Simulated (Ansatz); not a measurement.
The start is a generated trial cell of SnSe in the AFLOW prototype AB_oI4_44_a_b (as in GaAs). The cell and all atomic positions are relaxed at zero pressure with PBE (plane waves to 420 eV, PAW, scalar-relativistic; Ansatz, a first-principles code). First-step values are on the input's coarse k-mesh.

Ansatz input (later rounds restart from its end on a renewed k-mesh):
Ansatz 0.2 input:
```yaml
crystal:
  lattice:
    - [-3.0539607, 3.1368448, 1.6799972]
    - [3.0539607, -3.1368448, 1.6799972]
    - [3.0539607, 3.1368448, -1.6799972]
  atoms:
    - { symbol: Sn, position: [0, 0, 0] }
    - { symbol: Se, position: [0.575, 0.075, 0.5] }
basis: { ecutwfc: 420, ecutrho_ratio: 4, xc_grid: 2, fft_grid_basis: typed }
kpoints: { mp_grid: { grid: [8, 8, 8] } }
hamiltonian:
  xc: pbe
  dispersion: none
  pseudopotentials: { azcp: { folder: ./paw }, kind: paw }
scf: { occupations: { method: fermi_dirac, width: 0.05 } }
relax: { f_tol: 0.01, max_steps: 100, cell: { stress_tol: 0.02 } }
output: { forces: true, stress: true }
```

```json
{
 "largest_initial_force": "0.05 eV/Å, on Sn1, Se2 (atoms numbered as listed)",
 "outcome": "The space group stays Imm2 (No. 44) (the run could not lower it), with 2 atoms in the primitive cell",
 "Shortest distances (start → end)": "The closest pairs of elements (up to four, under 3.6 Å), start → end: Se–Sn 3.15 → 2.93 Å; Sn–Sn 3.36 → 4.28 Å; Se–Se 3.36 → 4.28 Å",
 "optimiser_moves": "20"
}
```

The end point of the relaxation:

Space group Imm2 (No. 44); a = 4.278 Å, b = 6.064 Å, c = 4.322 Å, α = β = γ = 90.00°

```json
[
 {"atom": "Sn", "site": "2a", "symmetry": "mm2", "x": "0.0000", "y": "0.0000", "z": "0.0555"},
 {"atom": "Se", "site": "2b", "symmetry": "mm2", "x": "0.0000", "y": "0.5000", "z": "0.0195"}
]
```
(The calculation used a cell of 2 atoms; values per cell refer to that cell.)

Final values are on a 11×11×11 k-mesh of the relaxed cell. No spin polarisation in the result.

The run could not lose the symmetry of its start: the end is stationary, and may be a saddle point rather than a minimum.

The relaxed structure here is a generated cell of SnSe: the first start was made by placing the elements on the sites of a structure type, and the end was not matched to a known phase here, so it may be hypothetical. Known forms of SnSe include space group No. 62.
